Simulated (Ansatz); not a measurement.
AlN (zinc blende, space group No. 216) at seven volumes, LDA (plane waves, PAW; program Ansatz), scaled uniformly. One row is withheld.

```
V (Å³/atom)  P (GPa)
-----------  -------
9.313          23.77
9.620          14.65
9.927           6.78
10.234         -0.02
10.541             ?
10.848        -10.95
11.155        -15.33
```

Q: Fit the shown pressures and predict the withheld one.

A: Third-order Birch–Murnaghan: P = (3/2)B₀(x^(7/2) − x^(5/2))[1 + (3/4)(B′ − 4)(x − 1)] with x = (V₀/V)^(2/3). Least squares on the six rows gives V₀ = 10.233 Å³/atom, B₀ = 210.2 GPa, B′ = 3.88. At V = 10.541, x = 0.9804 and P = -5.88 GPa. The run itself gave -5.88 GPa.

Space group F-43m (zinc blende). The cell was relaxed with LDA under the symmetry of its start.

Potentials: the earlier of the program's two PAW sets. The files were generated under PBE; for other functionals the program regenerates the frozen cores, and for LDA and PBEsol the local potential too.
